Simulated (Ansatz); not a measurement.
Put CdSnO₂ in P4/mmm (No. 123): Cd on 1d; Sn on 1a; O on 2f. The cell of CdSnO₂ is invented: perovskite family, infinite layers (A site Cd; B site Sn; X site O).

Level of theory: Ansatz, DFT PBE, scalar-relativistic, plane waves, PAW. Cutoff 420 eV, Γ-centred mesh, Gaussian smearing, no spin polarisation.

Energies over the elements count from the elements' standard structures at the same level (O₂ as a molecule), with no fitted energy shifts. The references include grey tin.

**Question.** Give the relaxed lattice parameters and positions.

**Answer.**

Space group P4/mmm (No. 123). a = 4.373 Å, b = 4.373 Å, c = 3.066 Å, α = 90.00°, β = 90.00°, γ = 90.00°
| atom | site | symmetry | x | y | z |
| --- | --- | --- | --- | --- | --- |
| Cd | 1d | 4/mmm | 0.5000 | 0.5000 | 0.5000 |
| Sn | 1a | 4/mmm | 0.0000 | 0.0000 | 0.0000 |
| O | 2f | mmm. | 0.5000 | 0.0000 | 0.0000 |

Cd has 8 O at 2.67 Å and 2 Cd at 3.07 Å; Sn is surrounded by 4 O at 2.19 Å; O is surrounded by 2 Sn at 2.19 Å and 4 Cd at 2.67 Å. Another local minimum with the same sites may exist.

**Question.** Where does its energy lie, and is it a metal?

**Answer.** The energy over the elements is −0.75 eV/atom. The gap on the 10×10×16 mesh of the 4-atom cell is 0 eV (a metal). A negative formation energy is needed for stability but isn't enough: competing phases decide.

The last run used Gaussian smearing of 0.10 eV. Symmetry constrained the relaxation, so the result can be a saddle point.
